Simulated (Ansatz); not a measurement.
TaSi$_{2}$:
Space group P6₂22 (No. 180); a = b = 4.762 Å, c = 6.553 Å, α = β = 90.00°, γ = 120.00°

| atom | site | symmetry | x | y | z |
|---|---|---|---|---|---|
| Si | 6j | ..2 | 0.3182 | 0.1591 | 0.1667 |
| Ta | 3d | 222 | 0.5000 | 0.0000 | 0.5000 |

Relaxed at zero pressure with plane-wave PAW PBEsol (Ansatz code).

### Question
The volume is lowered by 3 % and shape and atoms relax at that volume. What pressure results, and how do the axes share the change?

### Answer
6.4 GPa; a -1.1 %, b -1.1 %, c -0.8 %; the energy rises by 8 meV/atom.

### Question
Give the new structure.

### Answer

Space group P6₂22 (No. 180); a = 4.709 Å, b = 4.709 Å, c = 6.501 Å, α = 90.00°, β = 90.00°, γ = 120.00°

```
atom  site  symmetry       x       y       z
----  ----  --------  ------  ------  ------
Si      6j       ..2  0.3184  0.1592  0.1667
Ta      3d       222  0.5000  0.0000  0.5000
```

The phase is kept; no other phase was compared at this pressure.

Space group P6_222. Symmetry was held in the PBEsol relaxation. No spin polarisation was allowed. Spin–orbit coupling is left out wherever it is not named.

Potentials: the later of the program's two PAW sets.
